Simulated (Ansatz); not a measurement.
# Notes on BaTiO₃

```
Ba O Ti
1.0
     7.96530    0.00000    0.00000
     0.00000    3.98265    0.00000
     0.00000    0.00000    3.98265
Ba O Ti
2 6 2
Cartesian
  0.0000 0.0000 0.0000
  3.9826 0.0000 0.0000
  1.9913 1.9913 0.0000
  5.9740 1.9913 0.0000
  0.0000 1.9913 1.9913
  3.9826 1.9913 1.9913
  1.9913 0.0000 1.9913
  5.9740 0.0000 1.9913
  1.9913 1.9913 1.9913
  5.9740 1.9913 1.9913
```

The numbers come from plane-wave PAW DFT (Ansatz): r2SCAN, with U_eff = 2.47 eV on Ti d (all-electron-ortho-atomic projectors), no spin polarisation, 500 eV, 4×7×7 Γ-centred k points, fermi-dirac occupations (width 0.1 eV). Nothing was relaxed.

**Contacts.** O–Ti at 1.99 Å: least valence density 0.64 e/Å³ and ELF 0.20 there. Ba–O at 2.82 Å: least valence density 0.18 e/Å³ and ELF 0.08 there, a closed-shell (ionic or weak) contact. Both are smooth PAW fields, read partly inside the augmentation spheres.
**Stress.** The pressure is 2.4 GPa (compression positive), so with the atoms held at these fractions the cell would first expand.
**Electronic structure.** The gap is 2.49 eV, indirect (the least direct gap found is 2.62 eV). A semilocal functional usually gives too small a gap.
**Band edges.** Within 0.7 eV of the edges, the states project mainly on O p (95 %) below the gap and on Ti d (91 %) above it.
**Charges.** Bader charges in e: Ba +1.57, Ti +2.40, O -1.32. In the mean Ti gives up most and O takes most.

Origin: a database entry at a rescaled volume.
